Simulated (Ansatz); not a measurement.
Total density of states per atom from DFT-r²SCAN in the program Ansatz with PAW potentials, in 0.25 eV bins, energy from the Fermi level:

| E (eV) | states/eV/atom |
|---|---|
| -7.85 | 0.20 |
| -7.60 | 0.20 |
| -7.35 | 0.21 |
| -7.10 | 0.38 |
| -6.85 | 0.24 |
| -6.60 | 0.79 |
| -6.35 | 0.60 |
| -6.10 | 0.31 |
| -5.85 | 0.19 |
| -5.60 | 0.14 |
| -5.35 | 0.10 |
| -5.10 | 0.08 |
| -4.85 | 0.06 |
| -4.60 | 0.05 |
| -4.35 | 0.04 |
| -4.10 | 0.03 |
| -3.85 | 0.04 |
| -3.60 | 0.07 |
| -3.35 | 0.10 |
| -3.10 | 0.14 |
| -2.85 | 0.22 |
| -2.60 | 0.24 |
| -2.35 | 0.24 |
| -2.10 | 0.24 |
| -1.85 | 0.24 |
| -1.60 | 0.24 |
| -1.35 | 0.25 |
| -1.10 | 0.27 |
| -0.85 | 0.56 |
| -0.60 | 0.51 |
| -0.35 | 0.39 |
| -0.10 | 0.40 |
| 0.15 | 0.57 |
| 0.40 | 0.69 |
| 0.65 | 0.52 |
| 0.90 | 0.60 |
| 1.15 | 0.66 |
| 1.40 | 0.96 |
| 1.65 | 1.00 |
| 1.90 | 0.41 |
| 2.15 | 0.34 |
| 2.40 | 0.29 |
| 2.65 | 0.24 |
| 2.90 | 0.18 |
| 3.15 | 0.13 |
| 3.40 | 0.08 |
| 3.65 | 0.02 |
| 3.90 | 0.11 |
| 4.15 | 0.19 |
| 4.40 | 0.29 |
| 4.65 | 0.34 |

Problem. Which compound is it?
(A) K2MgH4, I4/mmm (K on 4e, Mg on 2a, H on 4c, H on 4e)
(B) GdHSe, P-6m2 (Gd on 1a, H on 1c, Se on 1f)
(C) VH2, fluorite
(D) VGe3, A15 (Cr3Si type)

Solution. C, VH2, fluorite. Within 0.5 eV of the Fermi level: V 3d 98 %. Projections are on Löwdin-orthogonalised atomic valence shells; empty p or d shells of many metals are not among them.

Space group Fm-3m (fluorite). The workflow started from an entry of the Crystallography Open Database (COD). Its standing as an ambient phase is unchecked. The r²SCAN relaxation kept the symmetry of its start; its stability against distortions is not shown here. The workflow began spin-polarised and lost its moments. The cell computed holds one magnetic atom, so no antiferromagnetic order was within reach.

Potentials: the later of the program's two PAW sets.
